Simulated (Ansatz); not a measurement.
The elements of this relaxed trial crystal are hidden behind letters.

```
lattice vectors (Å)
  -1.8791    1.8791   13.7628
   1.8791   -1.8791   13.7628
   1.8791    1.8791  -13.7628
fractional positions
X 0.0000 0.0000 0.0000
X 0.1948 0.1948 0.0000
X 0.8052 0.8052 0.0000
Z 0.5973 0.5973 0.0000
Z 0.4027 0.4027 0.0000
Q 0.5559 0.0559 0.5000
Q 0.1387 0.6387 0.5000
Q 0.7500 0.2500 0.5000
Q 0.3613 0.8613 0.5000
Q 0.9441 0.4441 0.5000
```

All numbers below come from Ansatz, DFT PBE, scalar-relativistic, plane waves, PAW. Settings of the last relaxation (10-atom cell): 420 eV, 14×14×14 k points, Gaussian smearing of 0.02 eV, no spin polarisation.

| Quantity | Value |
| --- | --- |
| Space group | I-4m2 (No. 119) |
| Conventional cell | a = 3.758 Å, c = 27.526 Å |
| Volume per atom | 19.44 Å³ |
| Density | 5.17 g/cm³ |
| Formation energy | −0.041 eV/atom |
| Gap on the 14×14×14 mesh of the 10-atom cell | 0.49 eV |

Energies are uncorrected and count from the elements' standard states at the same level.

**Question.** X is a p-block element of period 4, Z is a p-block element of period 2 and Q is a p-block element of period 4. Which elements are they?

**Answer.** X = Ga, Z = B, Q = As, so the formula is Ga3B2As5. Density times volume gives a mean mass of 5.17 × 19.44/1.6605 = 60.5 u per atom, and this set has 60.5 u. Ga on a site of symmetry -4m2 is surrounded by 4 As at 2.43 Å; around B lie 4 As at 2.20 Å; around As on a site of symmetry 2mm lie 2 B at 2.20 Å and 2 Ga at 2.43 Å; 3 more sites not described. Other sets within the hints have nearly the same mass, so mass alone doesn't settle it; this one was computed.

Kohn–Sham gaps at this level usually fall short of measured ones. A later test with randomly moved atoms came back to the same energy, though modes that don't fit the test's cell weren't probed.
